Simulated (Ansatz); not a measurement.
Values for one crystal, relaxed and computed with the program Ansatz at the PBEsol level (PAW); other levels are named.

Volume per atom: 12.56 Å³
Electronic character: metallic (no gap)
Pressure derivative B′: 4.0
Elastic constants (relaxed ions, GPa): C11 = 318, C12 = 154, C44 = 83.4
Hill bulk and shear moduli: 208 and 82.8 GPa
Highest zone-centre frequency: 356 cm⁻¹
Mechanical stability: stable (all eigenvalues of C positive)

### Question
Which of these materials gives this?
A) VO2, rutile
B) Y5Si3, P6_3/mcm (Y on 6g, Y on 4d, Si on 6g)
C) V3Si, A15 (Cr3Si type)
D) YSi, CsCl type

### Answer
C, V3Si, A15 (Cr3Si type)

Space group Pm-3n (A15 (Cr3Si type)). Symmetry was held in the PBEsol relaxation. The workflow began spin-polarised and lost its moments. As this level gives no gap, shear constants depend on the k-mesh and smearing (Fermi–Dirac, 0.1 eV here). As this level gives no gap, phonon frequencies hold no LO–TO term and depend on the k-mesh and smearing (Fermi–Dirac, 0.1 eV here).

Potentials: the later of the program's two PAW sets.
